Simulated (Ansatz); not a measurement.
Phonons of Au (fcc, Cu type) at L = (0.5, 0.0, 0.0), X = (0.5, 0.5, 0.0).

Au (fcc, Cu type)

```
CELL_PARAMETERS angstrom
      0.00000     2.06201     2.06201
      2.06201     0.00000     2.06201
      2.06201     2.06201     0.00000
ATOMIC_POSITIONS crystal
  Au 0.00000 0.00000 0.00000
```

These are r2SCAN (plane waves to 500 eV, PAW, scalar-relativistic; Ansatz, a quantum-chemistry and plane-wave program) values and carry that method's errors. Harmonic phonons by density-functional perturbation theory on a 20×20×20 k mesh, in cm⁻¹ and rounded to 5; i marks imaginary ones, q is in fractions of the reciprocal vectors of the cell shown, and the three acoustic modes at Γ are left out. Au was relaxed with its symmetry unable to fall. Spin-orbit coupling is left out, though Au is heavy. The PAW data are Ansatz's earlier set.

```
q                    wavenumbers (cm⁻¹)
-------------------  ------------------
L = (0.5, 0.0, 0.0)        55 (×2), 140
X = (0.5, 0.5, 0.0)        80 (×2), 140
```

The structure shows no imaginary mode at these points (lowest 55 cm⁻¹ at L = (0.5, 0.0, 0.0)); other wave vectors were not tested.

Highest mode: 140 cm⁻¹ at X = (0.5, 0.5, 0.0).
